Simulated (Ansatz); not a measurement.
Values for one crystal, relaxed and computed with r²SCAN in the plane-wave PAW code Ansatz; other levels are named.

| Quantity | Value |
|---|---|
| Volume per atom | 22.52 Å³ |
| Electronic character | metallic (no gap) |
| Formation energy from the elements (no fitted shifts) | -0.55 eV/atom |
| Pressure derivative B′ | 4.2 |
| Density of states at the Fermi level | 0.36 states/eV per atom (mean over ±0.08 eV) |
| Bulk modulus (Birch–Murnaghan fit) | 72.4 GPa |

### Question
Which compound is it?
A) ScGe, Cmcm (Sc on 4c, Ge on 4c)
B) BaGe, Cmcm (Ba on 4c, Ge on 4c)
C) LaAl2Ge2, P-3m1 (Ge on 2d, Al on 2d, La on 1a)
D) Ge2Mo, MoSi2 or CaC2 type

### Answer
C, LaAl2Ge2, P-3m1 (Ge on 2d, Al on 2d, La on 1a)

The workflow started from an entry of the Crystallography Open Database (COD). Whether it is the stable phase at ambient conditions was not checked. Symmetry was held in the r²SCAN relaxation; its stability against distortions is not shown here. The references are the lowest solids computed at this level, not always the standard phases. Scalar-relativistic: spin–orbit coupling is off unless named, which matters more the heavier the elements.

Potentials: the later of the program's two PAW sets.
